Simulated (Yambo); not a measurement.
A G0W0@PBEsol run in Yambo for SnS (space group Cmcm, No. 63) (4×4×4 Γ-centred k mesh, 144 bands and a 7 Ry block in the screening, 144 bands in G with the Bruneval-Gonze terminator, plasmon pole fitted at 27.2 eV) gives these matrix elements, in eV, at the band edges ((0, -0.5, 0) → (-0.5, -0.5, 0)):

```csv
state,E0,<Vxc>,<Σx>,<Σc(E0)>,Z
valence edge,0.000,-12.684,-13.466,0.168,0.789
conduction edge,0.314,-10.483,-7.675,-3.010,0.803
```

**Question.** Solve the linearised quasiparticle equation for both states, give the gap, and say how exchange and correlation each act on it.

**Answer.** E = E0 + Z(Σx + Σc − Vxc). Valence: 0.000 + 0.789 × (-13.466 + (0.168) − (-12.684)) = -0.49 eV. Conduction: 0.314 + 0.803 × (-7.675 + (-3.010) − (-10.483)) = 0.15 eV. The gap is 0.64 eV, against 0.31 eV in PBEsol. Replacing Vxc by bare exchange alone would open it by 3.59 eV; correlation takes back 3.18 eV of that, and Z scales what is left. Nearest settings tried, and what they do to the gap: 57 bands in G: -7 meV; 2×2×2 mesh: -52 meV. Not varied: bands in W, block. So the settings aren't converged at that level. The mesh misses a band edge: along a dense path the PBEsol gap is 0.11 eV against 0.31 eV on the mesh. Spin-orbit splittings are left out.

The standard potential for Sn keeps a d shell in the valence without the s and p states of that shell. In tests on such compounds this moved G0W0 gaps by up to about 0.9 eV, so absolute quasiparticle energies here are unreliable; differences between settings are what counts.

Geometry relaxed with PBE+D3(BJ); primitive cell a = 6.024 Å, b = 6.024 Å, c = 4.061 Å, α = 90.00°, β = 90.00°, γ = 140.70°.

This is not the ordinary phase of the substance.
